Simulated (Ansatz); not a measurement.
# Cl, solid Cl2 (Cmce): geometry optimisation

All numbers below come from DFT, LDA (PW92), plane waves (420 eV) with PAW, scalar-relativistic in Ansatz 0.2.0. (PAW data from PBE, frozen cores regenerated.)

k-point mesh 5×5×2, Fermi-Dirac smearing 0.05 eV, no spin polarisation. Cell and atoms relax.

Starting structure:

```yaml
crystal:
  lattice:
    - [3.07265, -2.19770, 0.00000]
    - [3.07265, 2.19770, 0.00000]
    - [0.00000, 0.00000, 8.15370]
  atoms:
    - { symbol: Cl, position: [0.87630, 0.12370, 0.10250] }
    - { symbol: Cl, position: [0.62370, 0.37630, 0.60250] }
    - { symbol: Cl, position: [0.12370, 0.87630, 0.89750] }
    - { symbol: Cl, position: [0.37630, 0.62370, 0.39750] }
```

Q: What cell does the relaxation end in?

A: Cmce with a = 6.181 Å, b = 3.718 Å, c = 7.800 Å; 22.41 Å³ per atom against 27.53 at the start (-18.6 %).

Q: How much energy does the relaxation gain?

A: 64.1 meV per atom.
